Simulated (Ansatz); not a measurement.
Polymorphs of AlIr, each relaxed with DFT-PBEsol in the program Ansatz with PAW potentials:

A: CsCl type (Pm-3m)
a = b = c = 2.989 Å, α = β = γ = 90.00°

```json
[
 {"atom": "Al", "site": "1a", "symmetry": "m-3m", "x": "0.0000", "y": "0.0000", "z": "0.0000"},
 {"atom": "Ir", "site": "1b", "symmetry": "m-3m", "x": "0.5000", "y": "0.5000", "z": "0.5000"}
]
```

B: rock salt (Fm-3m)
a = b = c = 4.9998 Å, α = β = γ = 90.00°

```tsv
atom	site	symmetry	x	y	z
Ir	4a	m-3m	0.0000	0.0000	0.0000
Al	4b	m-3m	0.5000	0.5000	0.5000
```

### Question
Put the candidates in order of energy per atom at 0 K, lowest first, for PBEsol.

### Answer
A (+0 meV/atom), B (+966 meV/atom)

Typed or built starts, not in the databases checked: B. Standing as an ambient phase not checked: A. Unstable at this level: B. All cells were relaxed under the symmetry of their starts (and spin orders); stability against distortions was not tested throughout. Rows with no word on spin ran without spin polarisation. Spin–orbit coupling is left out wherever it is not named.

Energies hold the estimated change up to a 700 eV cutoff; steps of a few meV lie near the error of the meshes.

Potentials: the later of the program's two PAW sets.
